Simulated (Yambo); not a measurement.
```
CELL_PARAMETERS angstrom
      4.07673     0.00000     0.00000
     -2.03837     3.53055     0.00000
      0.00000     0.00000     6.63331
ATOMIC_POSITIONS crystal
  S  0.66667 0.33333 0.87676
  S  0.33333 0.66667 0.37676
  Cd 0.66667 0.33333 0.50024
  Cd 0.33333 0.66667 0.00024
```

CdS (wurtzite, space group P6_3mc, No. 186): mean Im ε in 1 eV windows above the direct gap of 2.31 eV, for different electron-hole kernels (Yambo, broadening 0.15 eV, LDA (pw.x of Quantum ESPRESSO, ONCV potentials, scalar-relativistic) bands; 9×9×4 mesh, 6 valence and 4 conduction bands, static screening with 63 bands and a 4 Ry block, scissor 1.29 eV, Tamm-Dancoff; field along x).

```csv
window (eV),independent quasiparticles,RPA (no attraction),"TDDFT, adiabatic LDA kernel",BSE
2.3 to 3.3,1.3,1.3,1.3,2.1
3.3 to 4.3,1.9,1.8,1.9,3.8
4.3 to 5.3,3.5,3.2,3.4,7.0
5.3 to 6.3,6.2,5.7,6.0,5.8
6.3 to 7.3,6.5,5.6,5.7,5.3
```

This run doesn't resolve bound excitons or single peaks, so only averages are given, and they too depend on the mesh; weight that the attraction moves below the gap isn't listed. All transitions below 7.75 eV are in the band window. The scissor comes from a G0W0 run whose convergence isn't established.

Spin-orbit splittings are left out.

Geometry relaxed with LDA.
